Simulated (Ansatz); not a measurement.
ZrTiB$_{4}$ in space group Pmmm (No. 47; Ti on 1a, B on 2t, B on 2r, Zr on 1d) at seven volumes, DFT-r²SCAN in the program Ansatz with PAW potentials, shape and atoms relaxed at each. One row is withheld.

```tsv
V (Å³/atom)	P (GPa)
8.608	27.95
8.892	17.22
9.176	7.97
9.460	0.00
9.743	-6.88
10.027	-12.82
10.311	?
```

Task: Fit the shown pressures and predict the withheld one.

Result: Third-order Birch–Murnaghan: P = (3/2)B₀(x^(7/2) − x^(5/2))[1 + (3/4)(B′ − 4)(x − 1)] with x = (V₀/V)^(2/3). Least squares on the six rows gives V₀ = 9.460 Å³/atom, B₀ = 246.6 GPa, B′ = 3.88. At V = 10.311, x = 0.9442 and P = -17.97 GPa. The run itself gave -17.94 GPa.

The start of the workflow was typed in or built on a structure type; neither database checked (COD, Materials Project) lists it. Its standing as an ambient phase is unchecked. The r²SCAN relaxation kept the symmetry of its start; its stability against distortions is not shown here. The run is not spin-polarised.

Potentials: the earlier of the program's two PAW sets.
